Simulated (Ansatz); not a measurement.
AgI in space group P6_3mc (No. 186; Ag on 2a, Ag on 2b, I on 2a, I on 2b), DFT-PBE+D3(BJ) in the program Ansatz with PAW potentials. The conduction-band minimum lies at Γ, with 1 equivalent valley. Second derivatives d²E/dk² of the lowest band at one valley (eV·Å²), along Cartesian directions:

```json
[
 {"direction": "[100]", "d²E/dk²": "32.27"},
 {"direction": "[010]", "d²E/dk²": "32.27"},
 {"direction": "[001]", "d²E/dk²": "43.67"},
 {"direction": "[110]", "d²E/dk²": "32.27"},
 {"direction": "[101]", "d²E/dk²": "37.99"},
 {"direction": "[011]", "d²E/dk²": "37.99"}
]
```

### Question
Find the principal effective masses, the density-of-states mass and the conductivity mass.

### Answer
Off-diagonal terms follow from H_xy = H[110] − (H_xx + H_yy)/2, and m*/mₑ = 7.620 eV·Å² over each eigenvalue: 0.17, 0.24, 0.24. One valley's DOS mass (m₁m₂m₃)^(1/3) = 0.21, conductivity mass 3/(Σ 1/mᵢ) = 0.21 mₑ.

### Question
What effective density of states Nc follows at 300 K for parabolic valleys?

### Answer
Nc = 2.509e19 × 1 × (0.21)^(3/2) ≈ 2.4e18 cm⁻³.

The first step of the workflow began from a Materials Project structure, measured or hypothetical. Its sites differ from those of the usual phase in this space group: another stacking or structure type. Symmetry was held in the PBE+D3(BJ) relaxation; whether a distortion lowers the energy is not shown. No spin polarisation was allowed. Spin–orbit coupling is left out wherever it is not named.

Potentials: the earlier of the program's two PAW sets.

Edges and masses are those of Kohn–Sham bands, whose gap is no quasiparticle gap.
